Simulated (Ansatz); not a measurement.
# Sb₂Se₃: the relaxed cell by functional

The starting cell is an entry of the Crystallography Open Database (1957):

```
CELL_PARAMETERS angstrom
11.77000 0.00000 0.00000
0.00000 3.96200 0.00000
0.00000 0.00000 11.62000
ATOMIC_POSITIONS crystal
Sb 0.03050 0.25000 0.32800
Sb 0.96950 0.75000 0.67200
Sb 0.46950 0.75000 0.82800
Sb 0.53050 0.25000 0.17200
Sb 0.14780 0.75000 0.03970
Sb 0.85220 0.25000 0.96030
Sb 0.35220 0.25000 0.53970
Sb 0.64780 0.75000 0.46030
Se 0.05340 0.25000 0.87320
Se 0.94660 0.75000 0.12680
Se 0.44660 0.75000 0.37320
Se 0.55340 0.25000 0.62680
Se 0.13020 0.75000 0.44340
Se 0.86980 0.25000 0.55660
Se 0.36980 0.25000 0.94340
Se 0.63020 0.75000 0.05660
Se 0.21320 0.25000 0.19350
Se 0.78680 0.75000 0.80650
Se 0.28680 0.75000 0.69350
Se 0.71320 0.25000 0.30650
```

Atoms and cell were relaxed at zero pressure with plane-wave PAW DFT (Ansatz 0.2.0; one set of PAW datasets, made under PBE, for all functionals; 420 eV, r2SCAN 500 eV; 2×6×2 Γ-centred mesh, fermi-dirac occupations of width 0.020 eV; no spin polarisation, no spin-orbit coupling, no dispersion correction), keeping the symmetry (Pnma, No. 62).

**Question.** How do the functionals compare with each other and with the entry?

**Answer.** The relaxed conventional cells:

| functional | a (Å) | b (Å) | c (Å) | volume (Å³/atom) | formation energy (eV/atom) |
| --- | --- | --- | --- | --- | --- |
| LDA | 11.569 | 3.956 | 11.197 | 25.62 | -0.247 |
| PBEsol | 11.820 | 3.978 | 11.304 | 26.57 | -0.256 |
| PBE | 12.833 | 4.031 | 11.545 | 29.87 | -0.263 |
| r2SCAN | 12.437 | 3.999 | 11.765 | 29.26 | -0.286 |
| the entry | 11.770 | 3.962 | 11.620 | 27.09 | – |

LDA gives the smallest volume and PBE the largest, 16.6 % more, the usual order, since LDA overbinds and PBE's gradient terms loosen the lattice. Against the entry's volume: LDA -5.4 %, PBEsol -1.9 %, PBE +10.2 %, r2SCAN +8.0 %. No verdict is drawn from this: the entry is old or was flagged in a check, so the entry may be off as well as the functionals. The axis a stretches most from LDA to PBE (10.9 %), the mark of a weakly bound direction, where the missing dispersion matters. The formation energies span 0.04 eV an atom, lowest under r2SCAN.

Caveats: each relaxation keeps the start's symmetry, so a distorted cell may lie lower; computed cells are at 0 K with fixed nuclei, while the entry holds thermal expansion, often some tenths of a per cent in volume and more in soft crystals; without dispersion the spacing of weakly bound layers is ill defined; formation energies are at zero smearing against the elements' usual phases under the same functional, gases as free molecules, uncorrected.
